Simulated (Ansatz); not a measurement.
Total density of states per atom from DFT-PBE+D3(BJ) in the program Ansatz with PAW potentials, in 0.25 eV bins, energy from the valence-band maximum:

```
E (eV) | states/eV/atom
    -7.85 | ### 0.11
    -7.60 | ### 0.12
    -7.35 | ############### 0.56
    -7.10 | ######## 0.30
    -6.85 | #### 0.15
    -6.60 | ######### 0.33
    -6.35 | ############ 0.42
    -6.10 | ################### 0.67
    -5.85 | ################### 0.68
    -5.60 | ############## 0.49
    -5.35 | ################## 0.65
    -5.10 | ######################## 0.87
    -4.85 | ################## 0.64
    -4.60 | ########## 0.37
    -4.35 | ########## 0.35
    -4.10 | ######### 0.31
    -3.85 | ########### 0.41
    -3.60 | ############### 0.52
    -3.35 | ############### 0.53
    -3.10 | ###################### 0.78
    -2.85 | ################# 0.61
    -2.60 | ############## 0.49
    -2.35 | #################### 0.72
    -2.10 | ################ 0.58
    -1.85 | ## 0.08
    -1.60 |  0.00
    -1.35 | ########## 0.34
    -1.10 | ########## 0.37
    -0.85 | ###### 0.21
    -0.60 | #### 0.13
    -0.35 | ## 0.06
    -0.10 | # 0.03
     0.15 |  0.00
     0.40 |  0.00
     0.65 |  0.00
     0.90 |  0.00
     1.15 |  0.00
     1.40 |  0.00
     1.65 |  0.00
     1.90 | # 0.05
     2.15 | ## 0.07
     2.40 | #### 0.15
     2.65 | ############################## 1.08
     2.90 | ############## 0.50
     3.15 | ############### 0.53
     3.40 | ############# 0.46
     3.65 | ############# 0.45
     3.90 | ########### 0.39
     4.15 | ####### 0.26
     4.40 | ########## 0.36
     4.65 | ################## 0.64
     4.90 | ################### 0.69
     5.15 | ############### 0.55
     5.40 | ########### 0.41
     5.65 | ######## 0.27
     5.90 |  0.00
     6.15 | ## 0.05
     6.40 | ##### 0.19
```

Which compound is it?
A. Si2MoN4, P6_3/mmc (Mo on 2c, N on 4f, Si on 4f, N on 4e)
B. MoSe2, P6_3/mmc (Se on 4f, Mo on 2c)
C. SiC, P6_3/mmc (Si on 2c, C on 2d)
D. MoS2, P6_3/mmc (Mo on 2b, S on 4f)

A, Si2MoN4, P6_3/mmc (Mo on 2c, N on 4f, Si on 4f, N on 4e). Top 1 eV of the valence band: Mo 4d 68 %, N 2p 28 %. Bottom 1 eV of the conduction band: Mo 4d 56 %, N 2p 26 %, Si 3p 8 %. Projections are on Löwdin-orthogonalised atomic valence shells; empty p or d shells of many metals are not among them.

The start of the workflow was typed in or built on a structure type; neither database checked (COD, Materials Project) lists it. Whether it is the stable phase at ambient conditions was not checked. Symmetry was held in the PBE+D3(BJ) relaxation; its stability against distortions is not shown here. The workflow began spin-polarised and lost its moments. Spin–orbit coupling is left out wherever it is not named.

Potentials: the later of the program's two PAW sets.
